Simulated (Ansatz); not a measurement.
Ti$_{2}$SiB$_{2}$ in space group Cmmm (No. 65; Si on 2a, Ti on 4j, B on 4i) at seven volumes, DFT-PBEsol in the program Ansatz with PAW potentials, shape and atoms relaxed at each. One row is withheld.

| V (Å³/atom) | P (GPa) |
|---|---|
| 9.623 | 23.39 |
| 9.940 | ? |
| 10.258 | 6.63 |
| 10.575 | -0.01 |
| 10.892 | -5.71 |
| 11.209 | -10.60 |
| 11.527 | -14.75 |

Problem. Fit the shown pressures and predict the withheld one.

Solution. Third-order Birch–Murnaghan: P = (3/2)B₀(x^(7/2) − x^(5/2))[1 + (3/4)(B′ − 4)(x − 1)] with x = (V₀/V)^(2/3). Least squares on the six rows gives V₀ = 10.574 Å³/atom, B₀ = 204.4 GPa, B′ = 4.11. At V = 9.940, x = 1.0421 and P = 14.35 GPa. The run itself gave 14.37 GPa.

The start of the workflow was typed in or built on a structure type; neither database checked (COD, Materials Project) lists it. Its standing as an ambient phase is unchecked. The PBEsol relaxation kept the symmetry of its start; whether a distortion lowers the energy is not shown. The run is not spin-polarised.

Potentials: the earlier of the program's two PAW sets. The files were generated under PBE; for other functionals the program regenerates the frozen cores, and for LDA and PBEsol the local potential too.
